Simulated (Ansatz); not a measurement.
# Hf on a Zn site in EuAl2Zn2

All numbers are calculated (PBEsol, collinear spin, no spin-orbit coupling; Ansatz, PAW set soft_2, 420 eV, k-mesh 4×4×2 shifted by half a step), not measured.

The relaxed host crystal (no gap at this level of theory):

```
CELL_PARAMETERS angstrom
-2.07026 2.07026 5.50656
2.07026 -2.07026 5.50656
2.07026 2.07026 -5.50656
ATOMIC_POSITIONS crystal
Al 0.75000 0.25000 0.50000
Al 0.25000 0.75000 0.50000
Eu 0.00000 0.00000 0.00000
Zn 0.61024 0.61024 0.00000
Zn 0.38976 0.38976 0.00000
```

Supercell of 20 atoms, rows of the matrix [[-1,1,0],[-1,-1,-2],[-1,-1,0]] times the cell vectors; Hf on a Zn site at (0.610, 0.610, 0.000) in fractions of the cell above. Atoms are relaxed at the host's cell, from a start shaken by 0.03 Å near the defect. The cell loses 1 of its 8 Zn, so this is a heavily doped crystal.

Distances from the Hf atom (Å), by shell of the perfect crystal:

```
shell  perfect crystal  relaxed, charge 0
 1 Zn             2.43               2.59
 4 Al             2.58               2.74
```

| charge | moment of the cell (μB) | moment on Hf (μB) | gap of the cell on the mesh (eV) |
| --- | --- | --- | --- |
| 0 | 27.97 | 0.14 | 0.00 |

Formation energy of the neutral defect: 2.04 eV, taking atoms from and to the elements' standard states (no corrections for gases), so it belongs to those chemical potentials alone.

Caveats: 4f shell without a U, which puts 4f levels too near the Fermi level; open f or d shells may hold a state above the lowest; small supercell, so energies and levels can be off by tenths of an eV; one random start near the defect, so other minima are possible.
